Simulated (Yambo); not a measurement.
Absorption of BaF₂ (fluorite, space group Fm-3m, No. 225) with and without the electron-hole interaction (Yambo, PBEsol bands; 8×8×8 mesh, 6 valence and 3 conduction bands, static screening with 34 bands and a 4 Ry block, scissor 2.93 eV, Tamm-Dancoff; field along x).

| E (eV) | Im ε, BSE | Im ε, independent quasiparticles |
|---|---|---|
| 7.75 | 0.10 | 0.02 |
| 7.85 | 0.12 | 0.02 |
| 7.95 | 0.14 | 0.02 |
| 8.05 | 0.17 | 0.02 |
| 8.15 | 0.20 | 0.02 |
| 8.25 | 0.26 | 0.02 |
| 8.35 | 0.34 | 0.02 |
| 8.45 | 0.48 | 0.03 |
| 8.55 | 0.72 | 0.03 |
| 8.65 | 1.19 | 0.03 |
| 8.75 | 2.19 | 0.03 |
| 8.85 | 3.69 | 0.03 |
| 8.95 | 3.65 | 0.04 |
| 9.05 | 2.25 | 0.04 |
| 9.15 | 1.33 | 0.04 |
| 9.25 | 0.95 | 0.05 |
| 9.35 | 0.88 | 0.05 |
| 9.45 | 0.99 | 0.06 |
| 9.55 | 0.97 | 0.07 |
| 9.65 | 0.98 | 0.08 |
| 9.75 | 1.21 | 0.10 |
| 9.85 | 1.81 | 0.13 |
| 9.95 | 2.55 | 0.16 |
| 10.05 | 2.24 | 0.20 |
| 10.15 | 1.82 | 0.29 |
| 10.25 | 1.77 | 0.44 |
| 10.35 | 1.93 | 0.52 |
| 10.45 | 2.21 | 0.47 |
| 10.55 | 2.32 | 0.46 |
| 10.65 | 2.52 | 0.56 |
| 10.75 | 2.92 | 0.68 |
| 10.85 | 3.33 | 0.84 |
| 10.95 | 3.21 | 0.97 |
| 11.05 | 2.62 | 0.97 |
| 11.15 | 2.05 | 1.01 |
| 11.25 | 1.64 | 1.03 |
| 11.35 | 1.37 | 1.02 |
| 11.45 | 1.28 | 1.11 |
| 11.55 | 1.05 | 1.15 |
| 11.65 | 1.03 | 1.12 |
| 11.75 | 0.93 | 1.29 |
| 11.85 | 0.75 | 1.62 |
| 11.95 | 0.70 | 1.76 |
| 12.05 | 0.63 | 1.66 |
| 12.15 | 0.66 | 1.58 |
| 12.25 | 0.61 | 1.70 |
| 12.35 | 0.57 | 2.16 |
| 12.45 | 0.51 | 2.80 |
| 12.55 | 0.43 | 3.22 |
| 12.65 | 0.40 | 3.34 |

The scissor comes from a G0W0 run whose convergence isn't established. Broadening 0.15 eV. The band window holds all transitions up to 12.7 eV. Fine structure above the onset can come from the mesh.

Geometry relaxed with PBEsol; primitive cell a = b = c = 4.3359 Å, α = β = γ = 60.00°.
